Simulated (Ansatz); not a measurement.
Au (fcc, Cu type)

```
CELL_PARAMETERS angstrom
      0.00000     2.04167     2.04167
      2.04167     0.00000     2.04167
      2.04167     2.04167     0.00000
ATOMIC_POSITIONS crystal
  Au 0.00000 0.00000 0.00000
```

The slice is a {100} plane (indices of the conventional cell) through the point (0.000, 0.000, 0.000) (fractional), spanned by u = [100] and v = [0 1 -1] in vectors of this cell: u (2.89 Å) and v (2.89 Å, at 90° to u). It covers one period; positions are fractions (u, v).

All values below come from PBEsol (plane waves to 420 eV, PAW, scalar-relativistic; Ansatz, an electronic-structure program). k mesh 20×20×20. These are valence fields of a PAW run, semicore shells included where kept as valence: close to a nucleus they are smooth pseudo fields. Au was relaxed with its symmetry unable to fall. Spin-orbit coupling is left out, though Au is heavy. The PAW data are Ansatz's earlier set.

Question: What is the valence density on the shortest Au–Au line in this plane (2.89 Å), at its midpoint?

Answer: 0.29 e/Å³.

Question: What is the ELF at the midpoint of the shortest Au–Au line in this plane (2.89 Å)?

Answer: 0.21.

Question: Sketch the electron localisation function (ELF) on this plane as a map.

Answer: 
```
|xxxxxx988765432222234567889xxxxx|
|xxxxxx988765432222234567889xxxxx|
|xxxxx99887643222222234678899xxxx|
|xxxx9998765432222222345678999xxx|
|xxx999887654322212223456788999xx|
|99999887654332211122334567889999|
|88888876654322111112234566788888|
|88887766543222111112223456677888|
|77776655433221111111223345566777|
|66665544332211100011122334455666|
|55544433222111000001112223344455|
|44433332221110000000111222333344|
|33322222211100000000011122222233|
|22222221111000000000001111222222|
|22222211110000000000000111122222|
|22222111110000000000000111112222|
|22222211110000000000000111122222|
|22222221111000000000001111222222|
|33322222211100000000011122222233|
|44433332221110000000111222333344|
|55544433222111000001112223344455|
|66665544332211100011122334455666|
|77776655433221111111223345566777|
|88887766543222111112223456677888|
|88888876654322111112234566788888|
|99999887654332211122334567889999|
|xxx999887654322212223456788999xx|
|xxxx9998765432222222345678999xxx|
|xxxxx99887643222222234678899xxxx|
|xxxxxx988765432222234567889xxxxx|
|xxxxxx988765432222234567889xxxxx|
|xxxxxx988765432222234567889xxxxx|
```
Scale: ten equal steps from 0.11 (start of '0') to 0.56 (end of '9'), in the order '0123456789'. Values: electron localisation function (ELF). The map has 32 points along u (one character each, u = 0 at the left) and 32 along v (v = 0 in the bottom row). Points within 0.5 Å of a nucleus are blanked (x), as the pseudised field means little there.
